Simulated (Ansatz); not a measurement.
Total density of states per atom from the program Ansatz at the PBEsol level (PAW), in 0.25 eV bins, energy from the Fermi level:

```
E (eV) | states/eV/atom
    -7.55 |  0.00
    -7.30 |  0.02
    -7.05 | # 0.04
    -6.80 | # 0.05
    -6.55 | # 0.06
    -6.30 | # 0.08
    -6.05 | ## 0.09
    -5.80 | ## 0.13
    -5.55 | ######## 0.49
    -5.30 | ################## 1.04
    -5.05 | ###################### 1.29
    -4.80 | ########################### 1.53
    -4.55 | ######################## 1.40
    -4.30 | ################## 1.05
    -4.05 | ############### 0.88
    -3.80 | ##################### 1.22
    -3.55 | ######################## 1.40
    -3.30 | ################## 1.02
    -3.05 | ####################### 1.32
    -2.80 | ####################### 1.30
    -2.55 | ############# 0.72
    -2.30 | ########## 0.60
    -2.05 | ########################### 1.57
    -1.80 | ############################ 1.59
    -1.55 | ###################### 1.25
    -1.30 | ######################### 1.44
    -1.05 | ########################### 1.53
    -0.80 | ######################## 1.37
    -0.55 | ############################ 1.58
    -0.30 | ###################### 1.28
    -0.05 | ################# 0.97
     0.20 | ############### 0.87
     0.45 | ############## 0.83
     0.70 | ############## 0.77
     0.95 | ############# 0.74
     1.20 | ############ 0.70
     1.45 | ############ 0.69
     1.70 | ############# 0.72
     1.95 | ############## 0.80
     2.20 | ################## 1.02
     2.45 | #################### 1.15
     2.70 | ######################## 1.40
     2.95 | ############################## 1.72
     3.20 | ############################# 1.66
     3.45 | ################ 0.91
     3.70 | ##### 0.29
     3.95 | ##### 0.27
     4.20 | ##### 0.26
     4.45 | ##### 0.26
     4.70 | ##### 0.26
```

**Question.** Pick the material that matches.
A. Sc, hcp (Mg type)
B. Tc, hcp (Mg type)
C. Zr, hcp (Mg type)
D. Gd, hcp (Mg type)

**Answer.** B, Tc, hcp (Mg type). Within 0.5 eV of the Fermi level: Tc 4d 89 %, Tc 5s 6 %. Projections are on Löwdin-orthogonalised atomic valence shells; empty p or d shells of many metals are not among them.

Space group P6_3/mmc (hcp (Mg type)). The PBEsol relaxation kept the symmetry of its start. No spin polarisation was allowed. Scalar-relativistic: spin–orbit coupling is off unless named, which matters more the heavier the elements.

Potentials: the earlier of the program's two PAW sets (Tc and Pm come from another file). The files were generated under PBE; for other functionals the program regenerates the frozen cores, and for LDA and PBEsol the local potential too.
